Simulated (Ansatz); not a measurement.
Space group Pm-3m (No. 221). a = 3.726 Å, b = 3.726 Å, c = 3.726 Å, α = 90.00°, β = 90.00°, γ = 90.00°
```csv
atom,site,symmetry,x,y,z
Mn,1a,m-3m,0.0000,0.0000,0.0000
Zn,3c,4/mm.m,0.0000,0.5000,0.5000
```

Equation of state of this MnZn3 structure (not necessarily the ground state), with shape and atoms relaxed at each volume where symmetry leaves them free. It has no gap at any of these volumes. Theory: Ansatz 0.2.0, DFT PBEsol, scalar-relativistic, plane waves, PAW.

Settings: cutoff 420 eV, Γ-centred mesh 12×12×12 on the computed 4-atom cell, Gaussian smearing of 0.10 eV; collinear spin.

```csv
V (Å³/atom),E − E(largest V) (meV/atom),P (GPa)
11.376,45.94,19.44
11.764,7.33,12.87
12.151,-17.33,7.78
12.539,-31.00,3.53
12.927,-34.99,-0.02
13.315,-31.15,-2.87
13.703,-21.22,-5.19
14.220,0.00,-7.77
```

Question: Fit a third-order Birch–Murnaghan equation to E(V).

Answer: V0 = 12.92 Å³/atom, B0 = 106 GPa, B0' = 5.5.

Only parallel moments were tried here.

Cost: 8 runs of about 3.8 core-minutes in all, on Arm Neoverse V2 (shared hosts).